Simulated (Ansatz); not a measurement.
# Cd$_{2}$GeOsO$_{6}$: input and output

input.yaml (Ansatz 0.2.0)

```yaml
crystal:
  lattice:
    - [0.0, 3.836847, 3.836847]
    - [3.836847, 0.0, 3.836847]
    - [3.836847, 3.836847, 0.0]
  atoms:
    - { symbol: Ge, position: [0.5, 0.5, 0.5] }
    - { symbol: Cd, position: [0.25, 0.25, 0.25] }
    - { symbol: Cd, position: [0.75, 0.75, 0.75] }
    - { symbol: Os, position: [0.0, 0.0, 0.0] }
    - { symbol: O, position: [0.767, 0.233, 0.233] }
    - { symbol: O, position: [0.233, 0.767, 0.233] }
    - { symbol: O, position: [0.233, 0.767, 0.767] }
    - { symbol: O, position: [0.767, 0.233, 0.767] }
    - { symbol: O, position: [0.233, 0.233, 0.767] }
    - { symbol: O, position: [0.767, 0.767, 0.233] }
  symmetry: { tolerance: 0.0003 }
kpoints:
  mp_grid: { grid: [8, 8, 8], shift: [0, 0, 0] }
  band_path:
    path:
      - [0.0, 0.0, 0.0]
      - [0.5, 0.0, 0.5]
      - [0.625, 0.25, 0.625]
      - [0.375, 0.375, 0.75]
      - [0.0, 0.0, 0.0]
      - [0.5, 0.5, 0.5]
      - [0.5, 0.25, 0.75]
      - [0.5, 0.0, 0.5]
    npoints: 8
magnetization:
  spin_polarized: false
scf:
  occupations: { method: fermi_dirac }
  lower_state_search: "off"
  max_iter: 200
hamiltonian:
  pseudopotentials: { kind: paw }
  xc: pbe
basis:
  ecutwfc: 420
  fft_grid_basis: typed
output:
  forces: true
  stress: true
  eigenvalues: true
  bader: true
  populations: true
  elf: true
  write_potential: true
  volumetric_format: npy
  dos:
    e_range: [-12, 8]
    de: 0.05
    projected: { site_lists: { Cd: [Cd], Ge: [Ge], O: [O], Os: [Os] } }
checkpoint:
  read: saved_state
```

The saved state is an earlier solution for the same cell, perhaps on another mesh. 

Output (shortened):

```
SCF iter   1: F=—  Δρ=3.33e-3  dr2=1.97e-2
SCF iter   2: F=—  Δρ=1.59e-3  dr2=5.66e-3
SCF iter   3: F=—  Δρ=2.94e-4  dr2=2.18e-4
SCF iter   4: F=—  Δρ=1.24e-4  dr2=1.97e-5
SCF iter   5: F=—  Δρ=4.43e-5  dr2=2.15e-6
SCF iter   6: F=—  Δρ=1.40e-5  dr2=2.16e-7
SCF iter   7: F=-35583.8027 eV  Δρ=3.49e-6  dr2=1.45e-8
Free energy (F): -35583.8027 eV
Harris-Foulkes:  -35583.8027 eV  (|F-HF|=1.73e-9)
Internal energy: -35583.6588 eV  (E = F + TS)
E sigma→0 (E₀):  -35583.7307 eV
Entropy (-TS):   -0.1439 eV (-14.387 meV/atom)
Fermi energy:    14.1666 eV
--- Forces (eV/Å), atoms counted from 1 ---
  atom   1  Ge     0.0000     0.0000     0.0000
  atom   2  Cd     0.0000     0.0000     0.0000
  atom   3  Cd     0.0000     0.0000     0.0000
  atom   4  Os     0.0000     0.0000     0.0000
  atom   5  O      5.3215     0.0000     0.0000
  atom   6  O      0.0000     5.3215     0.0000
  atom   7  O     -5.3215     0.0000     0.0000
  atom   8  O      0.0000    -5.3215     0.0000
  atom   9  O      0.0000     0.0000     5.3215
  atom  10  O      0.0000     0.0000    -5.3215
--- Stress (GPa, compression-positive) ---
       29.9729       0.0000       0.0000
        0.0000      29.9729       0.0000
        0.0000       0.0000      29.9729
  P = ⅓ Tr σ = 29.9729 GPa (299.729 kbar)
--- Löwdin populations: 10 sites ---
  site symbol       q [e]
     0     Ge     13.0078
     1     Cd     18.8595
     2     Cd     18.8595
     3     Os     14.1523
     4      O      6.7648
     5      O      6.7648
     6      O      6.7648
     7      O      6.7648
     8      O      6.7648
     9      O      6.7648
  spilling = 0.0050 (of n_electrons = 106.0000)
--- Bader charges: 10 sites ---
  site symbol  charge [e]  shift [e]
     0     Ge      1.9894     0.0060
     1     Cd      1.0301     0.0000
     2     Cd      1.0301     0.0000
     3     Os      2.5751     0.0191
     4      O     -1.1041     0.0042
     5      O     -1.1041     0.0042
     6      O     -1.1041     0.0042
     7      O     -1.1041     0.0042
     8      O     -1.1041     0.0042
     9      O     -1.1041     0.0042
```

Origin: a known structure type with other elements, at an estimated volume, so it need not be a known compound. Caveats: many states at the Fermi level without spin polarisation, so a magnetic state may lie lower; atoms or cell far from equilibrium.
